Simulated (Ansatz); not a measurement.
Values for one crystal, relaxed and computed with r²SCAN (plane waves, PAW; program Ansatz); other levels are named.

```yaml
volume_per_atom: 14.40 Å³
electronic_character: metallic (no gap)
Pressure derivative B′: 4.5
Bulk modulus (Birch–Murnaghan fit): 114 GPa
Density of states at the Fermi level: 0.31 states/eV per atom (mean over ±0.08 eV)
Formation energy from the elements (no fitted shifts): -0.16 eV/atom
```

Q: Which of these materials gives this?
A) TiAl, L1₀ or tetragonal B2
B) AlCo, CsCl type
C) TiAl, CsCl type
D) Al2Cu, I4/mcm (Cu on 4a, Al on 8h)

A: D, Al2Cu, I4/mcm (Cu on 4a, Al on 8h)

The cell was relaxed with r²SCAN under the symmetry of its start. The run is not spin-polarised. The references are the lowest solids computed at this level, not always the standard phases.

Potentials: the earlier of the program's two PAW sets.
